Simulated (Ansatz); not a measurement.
## How far is PAW off for YS?

```
CELL_PARAMETERS angstrom
0.00000 2.74365 2.74365
2.74365 0.00000 2.74365
2.74365 2.74365 0.00000
ATOMIC_POSITIONS crystal
Y 0.50000 0.50000 0.50000
S 0.00000 0.00000 0.00000
```

Atom numbers follow the list: Y1, S2.

The conventional cell has a = 5.487 Å, b = 5.487 Å, c = 5.487 Å, α = 90.00°, β = 90.00°, γ = 90.00°. Y (atom 1) is surrounded by 6 S at 2.74 Å. S (atom 2) has 6 Y at 2.74 Å as nearest neighbours.

The geometry is COD entry 1539528, unchecked; take it as a test cell.

Spin polarisation is left out, and whether a magnetic state lies lower isn't shown here.

All numbers are computed: DFT, LDA, PAW with Ansatz's default frozen-core files, scalar-relativistic (Ansatz 0.2.0); DFT, LDA, all-electron LAPW, scalar-relativistic (Ansatz 0.2.0).

For PAW: a Γ-centred 8×8×8 k mesh, Fermi–Dirac smearing of 0.01 eV, cutoff 420 eV, no spin polarisation; the PAW files were made with PBE, and the program remakes their frozen cores for this functional. LAPW targets a basis error of 0.25 meV/atom. The Ansatz runs share mesh, smearing and spin set-up. Plane-wave (PAW) pressures include the program's estimate of the Pulay term.

Stress and pressure are positive in compression.

Levels count from the Fermi level.

PAW results:

| quantity | PAW |
| --- | --- |
| pressure (GPa) | -3.80 |
| highest filled level at X (eV) | -2.342 |
| lowest empty level at X (eV) | 1.887 |
| highest filled level at U (eV) | -0.589 |
| lowest empty level at U (eV) | 2.967 |
| highest filled level at K (eV) | -0.589 |
| lowest empty level at K (eV) | 2.967 |

(1) What does full-potential LAPW give for the same quantities?

Answers

(1) 
```csv
quantity,LAPW
pressure (GPa),-3.79
highest filled level at X (eV),-2.342
lowest empty level at X (eV),1.888
highest filled level at U (eV),-0.589
lowest empty level at U (eV),2.967
highest filled level at K (eV),-0.589
lowest empty level at K (eV),2.967
```
